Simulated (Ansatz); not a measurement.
Start of a relaxation of Mg2GeN:

```
Mg Ge N
1.0
    -1.70594    2.41587    3.96586
     1.70594   -2.41587    3.96586
     1.70594    2.41587   -3.96586
Mg Ge N
2 1 1
Direct
  0.80466 0.80466 0.00000
  0.19534 0.19534 0.00000
  0.50000 0.50000 0.00000
  0.50000 0.00000 0.50000
```

Theory: DFT PBE, scalar-relativistic, plane waves, PAW (Ansatz 0.2.0). Cutoff 420 eV, Gaussian smearing, Γ-centred meshes. Cell and atoms relax first on a coarse mesh and then on a finer one. In between, the cell is made exact in the group found at 0.06 Å. In metals the finer mesh still leaves noise of several meV/atom or more. The steps can't lower the symmetry of their start. No spin polarisation.

A guess keeps its type if space group and coordination stay and the shape of the cell changes little (axis ratios within about 15 %, angles within 6°); the volume may change.

Problem. Does this structure survive the relaxation?

Solution. It doesn't keep its type. The symmetry stays Immm (No. 71). The volume per atom grows by 1.6 %, from 16.3 to 16.6 Å³. The shortest distance goes from 1.71 Å (Ge–N) to 2.06 Å (Mg–N). Counting neighbours within 15 % of an atom's shortest distance, the start has Ge 2, Mg 1, N 2 and the end Ge 4, Mg 2, N 4. In detail, at the end Mg is surrounded by 2 N at 2.06 Å, 1 Mg at 2.64 Å, 1 Ge at 2.74 Å, 2 Mg at 3.16 Å, 4 Ge at 3.30 Å and 4 Mg at 3.35 Å; Ge is surrounded by 2 N at 2.58 Å, 2 Mg at 2.74 Å, 2 Ge at 3.16 Å and 8 Mg at 3.30 Å; around N lie 4 Mg at 2.06 Å and 2 Ge at 2.58 Å.

Space group Immm (No. 71). a = 3.164 Å, b = 5.168 Å, c = 8.127 Å, α = 90.00°, β = 90.00°, γ = 90.00°
| atom | site | symmetry | x | y | z |
| --- | --- | --- | --- | --- | --- |
| Mg | 4i | mm2 | 0.5000 | 0.5000 | 0.3377 |
| Ge | 2c | mmm | 0.5000 | 0.5000 | 0.0000 |
| N | 2b | mmm | 0.5000 | 0.0000 | 0.0000 |

The zero of energy is the elements' standard structures at the same level (N₂ as a molecule); no fitted shifts are applied.

Problem. At what energy does it end?

Solution. −0.12 eV/atom.

The last run used an 18×18×18 mesh for its 4-atom cell and Gaussian smearing of 0.10 eV. An odd number of electrons in the primitive cell allows no gap without spin; a larger cell or a magnetic state could open one. Symmetry constrained the relaxation, so the result can be a saddle point. Another cell of Mg2GeN relaxed alike, in R-3m, lies 269 meV/atom lower, so this cell isn't the stable form at this level.
